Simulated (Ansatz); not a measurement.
GaSb (rock salt, Fm-3m) at seven volumes, the program Ansatz at the r²SCAN level (PAW), scaled uniformly. One row is withheld.

```json
[
 {"V (Å³/atom)": "21.513", "P (GPa)": "7.49"},
 {"V (Å³/atom)": "22.222", "P (GPa)": "?"},
 {"V (Å³/atom)": "22.932", "P (GPa)": "2.08"},
 {"V (Å³/atom)": "23.641", "P (GPa)": "0.00"},
 {"V (Å³/atom)": "24.350", "P (GPa)": "-1.75"},
 {"V (Å³/atom)": "25.059", "P (GPa)": "-3.18"},
 {"V (Å³/atom)": "25.768", "P (GPa)": "-4.41"}
]
```

Fit the shown pressures and predict the withheld one.

P = (3/2)B₀(x^(7/2) − x^(5/2))[1 + (3/4)(B′ − 4)(x − 1)] with x = (V₀/V)^(2/3). Least squares on the six rows gives V₀ = 23.641 Å³/atom, B₀ = 63.1 GPa, B′ = 4.86. At V = 22.222, x = 1.0421 and P = 4.54 GPa. The run itself gave 4.55 GPa.

The start of the workflow was typed in or built on a structure type; neither database checked (COD, Materials Project) lists it. It is not the phase usual at ambient conditions (space group No. 216). Symmetry was held in the r²SCAN relaxation; whether a distortion lowers the energy is not shown. Scalar-relativistic: spin–orbit coupling is off unless named, which matters more the heavier the elements.

Potentials: the earlier of the program's two PAW sets.
